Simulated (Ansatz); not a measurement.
## ¹¹⁹Sn Mössbauer parameters in SnO2

Cell: a computed structure from the Materials Project (it need not be an observed phase), whose atoms a relaxation with r2SCAN at fixed cell left in place.

Space group P4_2/mnm (No. 136); a = 4.7648, c = 3.2075 Å.

| site | Wyckoff | site symmetry | x | y | z |
| --- | --- | --- | --- | --- | --- |
| Sn | 2a | m.mm | 0.5000 | 0.5000 | 0.5000 |
| O | 4f | m.2m | 0.1940 | 0.8060 | 0.5000 |

One atom of each set is listed.

Level of theory: DFT, r2SCAN, plane waves and PAW, scalar-relativistic, 500 eV cutoff, Γ-centred 7×7×10 k-points, Fermi–Dirac smearing 0.01 eV (Ansatz 0.2.0).

Isomer shifts (against SnO₂) follow from the electron density at the nucleus, δ = α(ρ − ρ₀), with α = 0.093 mm s⁻¹ a₀³ and ρ₀ = 183072.84 a₀⁻³ from a line fitted to 8 measured compounds at this level of theory (rms miss 0.14 mm/s). ΔE_Q = ½eQV_zz(1 + η²/3)^½ with Q = -0.132 b for the 23.9 keV state.

Question: Where do the absorption lines lie?

Answer: Sn (2 atoms a cell): δ = 0.00, |ΔE_Q| = 0.49 mm/s, a doublet at -0.24 and 0.24 mm/s.

Without spin–orbit coupling (the program notes it for Sn) the gradients are little affected as a rule: paired runs on crystals with a gap mostly move them by under 2 % at such atoms. With these PAW files V_zz is typically within 2 to 3 % of all-electron values, but misses above 10 % occur on Sn.
